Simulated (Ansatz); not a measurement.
MgTi3C2O2:
```xyz
16
Lattice="3.0223 0.0000 0.0000 -1.5111 2.6174 0.0000 0.0000 0.0000 20.1911" Properties=species:S:1:pos:R:3 pbc="T T T"
O      0.0000     0.0000    16.4114
Ti     0.0000     1.7449    17.8309
C      1.5111     0.8725    18.9013
Ti     0.0000     0.0000     0.0000
C      0.0000     1.7449     1.2898
Ti     1.5111     0.8725     2.3602
O      0.0000     0.0000     3.7797
Mg     0.0000     1.7449     5.0478
O      0.0000     0.0000     6.3158
Ti     1.5111     0.8725     7.7353
C      0.0000     1.7449     8.8057
Ti     0.0000     0.0000    10.0956
C      1.5111     0.8725    11.3854
Ti     0.0000     1.7449    12.4558
O      0.0000     0.0000    13.8753
Mg     1.5111     0.8725    15.1433
```

Relaxed with r²SCAN+D4. Special points in fractions of this cell's reciprocal vectors: Γ (0.000, 0.000, 0.000); M (0.500, 0.000, 0.000); K (0.333, 0.333, 0.000); A (0.000, 0.000, 0.500); L (0.500, 0.000, 0.500); H (0.333, 0.333, 0.500).

**Question.** List the band energies nearest the Fermi level at these points for r²SCAN+D4 in the plane-wave PAW code Ansatz.

**Answer.** In eV from the Fermi level; about four levels below and three above (degenerate sets whole), none deeper than 8.9 eV; points with the same levels are listed once.

```json
[
 {"k": "Γ", "below": "-0.05 -0.05 -0.04 -0.04 -0.02", "above": "0.05 0.75 0.75 0.76 0.76"},
 {"k": "M", "below": "-2.47 -2.44 -2.36 -2.25", "above": "0.61 0.73 1.58"},
 {"k": "K", "below": "-3.63 -3.63 -3.61 -3.61", "above": "0.78 0.78 0.90 0.90"},
 {"k": "A", "below": "-0.05 -0.05 -0.05 -0.05", "above": "0.02 0.02 0.76 0.76 0.76 0.76"},
 {"k": "L", "below": "-2.46 -2.46 -2.30 -2.30", "above": "0.66 0.66 1.73 1.73"},
 {"k": "H", "below": "-3.63 -3.63 -3.61 -3.61", "above": "0.79 0.79 0.89 0.89"}
]
```

Space group P6_3/mmc. The cell is a constructed one: a structure type filled with these elements; neither database checked (COD, Materials Project) lists it. Its standing as an ambient phase is unchecked. The cell was relaxed with r²SCAN+D4 under the symmetry of its start; whether a distortion lowers the energy is not shown. The run is not spin-polarised. Without spin polarisation and U, an open-shell compound can come out a false metal.

Potentials: the later of the program's two PAW sets.
